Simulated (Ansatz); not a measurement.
# Computed properties of AlGaAs₂

AlGaAs$_{2}$:
```xyz
4
Lattice="4.0107 0.0000 0.0000 0.0000 4.0107 0.0000 0.0000 0.0000 5.6595" Properties=species:S:1:pos:R:3 pbc="T T T"
Ga     0.0000     0.0000     0.0000
As     2.0053     0.0000     1.4161
Al     2.0053     2.0053     2.8298
As     0.0000     2.0053     4.2435
```

Space group P-4m2 (No. 115); conventional cell a = 4.011 Å, b = 4.011 Å, c = 5.660 Å, α = 90.00°, β = 90.00°, γ = 90.00°.

Method: DFT-PBEsol in the program Ansatz with PAW potentials. Structure relaxed to zero pressure with the same functional. Other levels are named where they apply.

### Cell and energy

* **Volume per atom**: 22.76 Å³
* **Density**: 4.50 g/cm³
* **Formation energy from the elements (no fitted shifts)**: -36 kJ/mol of atoms

### Electronic structure

Band gap: 1.01 eV (direct)
Valence-band maximum: at Γ
Conduction-band minimum: at Γ
Electron effective mass: 0.069, 0.069, 0.11 mₑ (principal values)
Electron effective mass with spin–orbit coupling: 0.068, 0.068, 0.10 mₑ (principal values)
Hole effective mass, band 1 of 2 at the edge: 3.3 along x, 0.41 along z (mₑ)
Hole effective mass, band 2 of 2 at the edge: 0.058 along x, 0.41 along z (mₑ)
Hole effective mass with spin–orbit coupling: 0.11, 0.12, 0.39 mₑ (principal values)
HSE06 gap on the PBEsol cell: 1.86 eV
Gap with spin–orbit coupling: 0.91 eV

### Mechanics

- Bulk modulus (Birch–Murnaghan fit): 70.7 GPa
- Pressure derivative B′: 4.4
- Elastic constants (relaxed ions, GPa): C11 = 134, C12 = 26.9, C13 = 51.9, C33 = 108, C44 = 52.7, C66 = 28.4
- Mechanical stability: stable (all eigenvalues of C positive)
- Hill bulk and shear moduli: 70.8 and 41.2 GPa
- Young's modulus: 104 GPa
- Poisson's ratio: 0.26
- Debye temperature from the elastic constants: 353 K
- Piezoelectric stress constants (proper, relaxed ions, C/m²): e15 = -0.15, e24 = 0.15, e31 = -0.13, e32 = 0.13

### Dielectric response

Electronic dielectric constant ε∞ (DFPT): 11.5 (xx = yy), 11.5 (zz)
Static dielectric constant ε0 (ions relaxed, cell fixed): 13.5 (xx = yy), 13.6 (zz)
Born charges (a third of the trace): Ga +2.23, As -2.14, Al +2.05 e

### Phonons

Highest zone-centre frequency (without LO–TO term): 367 cm^-1
Zone-centre stability: no imaginary mode at Γ
Dynamical stability on the path: stable (no imaginary branch)
Zero-point energy: 38.1 meV/atom
Vibrational entropy at 300 K: 30.6 J/(K·mol of atoms)

The start of the workflow was typed in or built on a structure type; neither database checked (COD, Materials Project) lists it. Its standing as an ambient phase is unchecked. The PBEsol relaxation kept the symmetry of its start. Signs of piezoelectric constants follow the polarity of the cell as given. The references are the lowest solids computed at this level, not always the standard phases. Spin–orbit coupling is left out wherever it is not named.

Potentials: the later of the program's two PAW sets.
